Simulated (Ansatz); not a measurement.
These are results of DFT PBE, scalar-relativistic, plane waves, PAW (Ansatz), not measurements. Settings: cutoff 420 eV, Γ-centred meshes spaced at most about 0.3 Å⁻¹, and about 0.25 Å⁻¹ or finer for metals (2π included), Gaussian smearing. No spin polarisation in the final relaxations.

Temperature and zero-point effects are left out.

Two forms of Zr₂Pd₂Se were relaxed alike.

A.

```yaml
crystal:
  lattice:
    - [4.95897, 0.00000, 0.00000]
    - [-2.47949, 4.29460, 0.00000]
    - [0.00000, 0.00000, 5.13802]
  atoms:
    - { symbol: Zr, position: [0.33333, 0.66667, 0.50000] }
    - { symbol: Zr, position: [0.66667, 0.33333, 0.50000] }
    - { symbol: Pd, position: [0.33333, 0.66667, 0.00000] }
    - { symbol: Pd, position: [0.66667, 0.33333, 0.00000] }
    - { symbol: Se, position: [0.00000, 0.00000, 0.50000] }
```

B.

```yaml
crystal:
  lattice:
    - [4.08662, 0.00000, 0.00000]
    - [0.00000, 4.08662, 0.00000]
    - [0.00000, 0.00000, 12.76716]
  atoms:
    - { symbol: Zr, position: [0.00000, 0.00000, 0.50000] }
    - { symbol: Zr, position: [0.50000, 0.50000, 0.50000] }
    - { symbol: Zr, position: [0.00000, 0.50000, 0.85926] }
    - { symbol: Zr, position: [0.50000, 0.00000, 0.14074] }
    - { symbol: Pd, position: [0.00000, 0.00000, 0.00000] }
    - { symbol: Pd, position: [0.50000, 0.50000, 0.00000] }
    - { symbol: Pd, position: [0.00000, 0.50000, 0.65421] }
    - { symbol: Pd, position: [0.50000, 0.00000, 0.34579] }
    - { symbol: Se, position: [0.00000, 0.50000, 0.32634] }
    - { symbol: Se, position: [0.50000, 0.00000, 0.67366] }
```

Problem. Which would you expect to be lower, and how large is the difference?

Solution. B is lower, by 0.40 eV/atom. A has space group P6/mmm (No. 191), 21.9 Å³/atom and no gap on its mesh; B has space group P4/nmm (No. 129), 21.3 Å³/atom and no gap. Counting Pd or Zr atoms around Se (for each partner element, those within 1.25 times its shortest distance or 1.15 times the sum of covalent radii, where it is the nearest in units of that sum or under 1.3; a plus sign parts groups by distance over the sum of covalent radii), A has Se 6 and B has Se 8+4. In A, Zr is surrounded by 2 Pd at 2.57 Å, 3 Se at 2.86 Å and 3 Zr at 2.86 Å; around Pd lie 2 Zr at 2.57 Å and 3 Pd at 2.86 Å; Se is surrounded by 6 Zr at 2.86 Å. In B, Zr on a site of symmetry -4m2 is surrounded by 4 Pd at 2.84 Å, 4 Zr at 2.89 Å and 4 Se at 3.02 Å; Pd on a site of symmetry -4m2 is surrounded by 4 Zr at 2.72 Å and 4 Pd at 2.89 Å; Se is surrounded by 4 Pd at 2.90 Å, 4 Zr at 3.02 Å and 4 Zr at 3.74 Å; 2 more sites not described. Both come from invented guesses. A third cell relaxed alike, in P6/mmm, lies 30 meV/atom below the lower of the two.

Cells relaxed within their symmetry can be saddle points.
